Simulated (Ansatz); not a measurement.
Here is the system:

GaSb:
```cif
data_Ga4Sb4
_chemical_formula_sum 'Ga4 Sb4'
_space_group_name_H-M_alt 'P63mc'
_space_group_IT_number 186
_space_group_name_Hall 'P 6c -2c'
_cell_length_a 4.31284
_cell_length_b 4.31284
_cell_length_c 14.15461
_cell_angle_alpha 90.000
_cell_angle_beta 90.000
_cell_angle_gamma 120.000
loop_
_atom_site_label
_atom_site_type_symbol
_atom_site_symmetry_multiplicity
_atom_site_Wyckoff_symbol
_atom_site_fract_x
_atom_site_fract_y
_atom_site_fract_z
_atom_site_occupancy
Ga1 Ga 2 b 0.33333 0.66667 0.49977 1
Sb1 Sb 2 b 0.66667 0.33333 0.18776 1
Ga2 Ga 2 a 0.00000 0.00000 0.25049 1
Sb2 Sb 2 a 0.00000 0.00000 0.43698 1
```

This is the PBEsol-relaxed structure.

### Question
All from the program Ansatz at the PBEsol level (PAW), unless another level is named. Give the electronic character.

### Answer
no gap, with almost no states at the Fermi level (zero-gap or semimetallic).

### Question
Give the formation energy from the elements (no fitted shifts).

### Answer
-0.12 eV/atom.

### Question
Give the gap with spin–orbit coupling.

### Answer
none (metallic).

Space group P6_3mc. The start of the workflow was typed in or built on a structure type; the Crystallography Open Database copy checked does not list it. It is not the phase usual at ambient conditions (space group No. 216). The PBEsol relaxation kept the symmetry of its start; its stability against distortions is not shown here. The references are the lowest solids computed at this level, not always the standard phases. Spin–orbit coupling is left out wherever it is not named.

Potentials: the earlier of the program's two PAW sets. The files were generated under PBE; for other functionals the program regenerates the frozen cores, and for LDA and PBEsol the local potential too.
